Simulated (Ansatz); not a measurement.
As3Ir: levels and charges under dearer methods

A database entry relaxed whole under r2SCAN at zero pressure (Im-3, No. 204):

```
CELL_PARAMETERS angstrom
-4.25629 4.25629 4.25629
4.25629 -4.25629 4.25629
4.25629 4.25629 -4.25629
ATOMIC_POSITIONS crystal
As 0.49292 0.14500 0.34792
As 0.79708 0.14500 0.65208
As 0.50708 0.85500 0.65208
As 0.20292 0.85500 0.34792
As 0.34792 0.49292 0.14500
As 0.65208 0.79708 0.14500
As 0.65208 0.50708 0.85500
As 0.34792 0.20292 0.85500
As 0.14500 0.34792 0.49292
As 0.14500 0.65208 0.79708
As 0.85500 0.65208 0.50708
As 0.85500 0.34792 0.20292
Ir 0.50000 0.50000 0.50000
Ir 0.00000 0.00000 0.50000
Ir 0.50000 0.00000 0.00000
Ir 0.00000 0.50000 0.00000
```

Its volume is 19.28 Å³ an atom, +1.6 % against the entry's 18.97, a cell as deposited in COD (1974).

Single points on this cell with plane-wave PAW DFT (Ansatz 0.2.0; r2SCAN 500 eV, hybrids 420 eV; fermi-dirac occupations of width 0.020 eV; no moments): r2SCAN on a 6×6×6 Γ-centred mesh; r2SCAN with spin-orbit coupling on a 4×4×4 Γ-centred mesh; HSE06 on a 4×4×4 Γ-centred mesh; PBE0 on a 4×4×4 Γ-centred mesh.

Question: What does each level give for gap and charges?

Answer: The runs give:

```csv
level,"gap (eV), or kind",pressure (GPa),Bader charge of As (e),Bader charge of Ir (e)
r2SCAN,0.39,0.0,+0.09,-0.26
r2SCAN with spin-orbit coupling,0.42,0.0,+0.09,-0.26
HSE06,0.75,-1.9,+0.11,-0.32
PBE0,1.36,-2.0,+0.10,-0.31
```

Under r2SCAN the gap is 0.39 eV, over mesh and band path. HSE06 moves it by +0.36 eV and PBE0 by +0.97 eV; PBE0 keeps its exact exchange at long range, which widens the gap over HSE06's by 0.61 eV on their common mesh. Spin-orbit coupling moves the r2SCAN gap by +0.03 eV.

Caveats: the relaxation kept the start's symmetry; HSE06 is read on its mesh and at the zone's corners, PBE0 on its mesh alone; hybrid pressures are good to a few tenths of a GPa; pressure is positive in compression.
